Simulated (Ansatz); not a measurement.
Consider the following.

ScBeNO:
Space group P3m1 (No. 156); a = 3.2374 Å, b = 3.2374 Å, c = 4.7323 Å, α = 90.00°, β = 90.00°, γ = 120.00°

```json
[
 {"atom": "Sc", "site": "1b", "symmetry": "3m.", "x": "0.3333", "y": "0.6667", "z": "0.5212"},
 {"atom": "Be", "site": "1c", "symmetry": "3m.", "x": "0.6667", "y": "0.3333", "z": "0.9887"},
 {"atom": "O", "site": "1b", "symmetry": "3m.", "x": "0.3333", "y": "0.6667", "z": "0.0896"},
 {"atom": "N", "site": "1c", "symmetry": "3m.", "x": "0.6667", "y": "0.3333", "z": "0.6504"}
]
```

This is the LDA-relaxed structure.

Problem. All from plane-wave PAW LDA (Ansatz code), unless another level is named. Give the bulk modulus (Birch–Murnaghan fit).

Solution. 151 GPa.

Problem. Next, the highest zone-centre frequency (without LO–TO term)?

Solution. 108.6 meV.

The start of the workflow was typed in or built on a structure type; neither database checked (COD, Materials Project) lists it. Its standing as an ambient phase is unchecked. Symmetry was held in the LDA relaxation. At this level the phase is dynamically unstable (imaginary phonons). The run is not spin-polarised. The volume moved by -25 % from the start of the relaxation.

Potentials: the earlier of the program's two PAW sets. The files were generated under PBE; for other functionals the program regenerates the frozen cores, and for LDA and PBEsol the local potential too.
